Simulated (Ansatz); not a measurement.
Pd (simple cubic, Pm-3m) at seven volumes, DFT-r²SCAN in the program Ansatz with PAW potentials, scaled uniformly. One row is withheld.

```
V (Å³/atom)  P (GPa)
-----------  -------
15.774         16.51
16.294          9.93
16.814          4.50
17.334          0.00
17.854         -3.72
18.374             ?
18.894         -9.32
```

Fit the shown pressures and predict the withheld one.

P = (3/2)B₀(x^(7/2) − x^(5/2))[1 + (3/4)(B′ − 4)(x − 1)] with x = (V₀/V)^(2/3). Least squares on the six rows gives V₀ = 17.334 Å³/atom, B₀ = 136 GPa, B′ = 5.34. At V = 18.374, x = 0.9619 and P = -6.78 GPa. The run itself gave -6.80 GPa.

A made-up cell: these elements were put on the sites of a structure type; neither database checked (COD, Materials Project) lists it. It is not the phase usual at ambient conditions (space group No. 225). The cell was relaxed with r²SCAN under the symmetry of its start. At this level the phase is mechanically unstable. The run is not spin-polarised.

Potentials: the later of the program's two PAW sets.
